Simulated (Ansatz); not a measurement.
GaN (zinc blende, space group No. 216), LDA in the plane-wave PAW code Ansatz: ε∞ = 5.77, cell volume 22.11 Å³. Infrared-active transverse modes:

```csv
ω_TO (cm⁻¹),oscillator strength S_xx (e²/amu)
552.8,0.5947
```

**Question.** Compute the static dielectric constant.

**Answer.** Each mode adds (4.921e7/V) S/ω²: 4.33. So ε0 = 10.1.

**Question.** What LO frequency does the Lyddane–Sachs–Teller relation give?

**Answer.** ω_LO = ω_TO √(ε0/ε∞) = 732 cm⁻¹.

Space group F-43m (zinc blende). Symmetry was held in the LDA relaxation; phonons on a q-mesh show no instability. Spin–orbit coupling is left out wherever it is not named.

Potentials: the later of the program's two PAW sets.
